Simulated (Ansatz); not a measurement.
SrTiO3 (cubic perovskite)

```
CELL_PARAMETERS angstrom
      3.93647     0.00000     0.00000
      0.00000     3.93647     0.00000
      0.00000     0.00000     3.93647
ATOMIC_POSITIONS crystal
  Sr 0.00000 0.00000 0.00000
  Ti 0.50000 0.50000 0.50000
  O  0.00000 0.50000 0.50000
  O  0.50000 0.50000 0.00000
  O  0.50000 0.00000 0.50000
```

Two-dimensional scan of atom 1 (Sr, nearest neighbour O at 2.784 Å; its periodic images, 3.9 Å or more away, move with it): u runs along (1.000, 0.000, 0.000), v along (0.000, 1.000, 0.000) (Cartesian). Cell and other atoms are fixed.

Calculation: PBE (plane waves to 420 eV, PAW, scalar-relativistic; Ansatz, an electronic-structure program). k mesh 7×7×7 (Γ-centred), Fermi-Dirac smearing 0.05 eV. Stress and pressure are positive under compression. Points where atoms come too close for the PAW data are left out (x in tables, blank in figures). SrTiO3 is run without spin polarisation. SrTiO3 was relaxed with its symmetry unable to fall.

Changes of P (GPa) from the point u = 0.000 Å, v = 0.000 Å when one coordinate moves alone (two changes are said to add if the coupling is within 5 % of the smaller one, nearly so within 20 %):

```tsv
point	change
u = 0.000 Å, v = -0.700 Å	11.28
u = 0.000 Å, v = -0.467 Å	4.90
u = 0.000 Å, v = -0.233 Å	1.20
u = -0.700 Å, v = 0.000 Å	11.28
u = -0.467 Å, v = 0.000 Å	4.90
u = -0.233 Å, v = 0.000 Å	1.20
u = 0.233 Å, v = 0.000 Å	1.20
u = 0.467 Å, v = 0.000 Å	4.90
u = 0.700 Å, v = 0.000 Å	11.28
u = 0.000 Å, v = 0.233 Å	1.20
u = 0.000 Å, v = 0.467 Å	4.90
u = 0.000 Å, v = 0.700 Å	11.28
```

Task: Do the two effects add at u = 0.700 Å, v = -0.233 Å? Give the computed change.

Result: The sum of the single changes is 11.28 + (1.20) = 12.48; the calculation gives 13.52, so the coupling contributes 1.04 (over 20 % of the smaller single change, not additive).

(For displaced atoms, the force is minus the slope of the energy, and its curvature is a force constant, which sets phonon frequencies.)
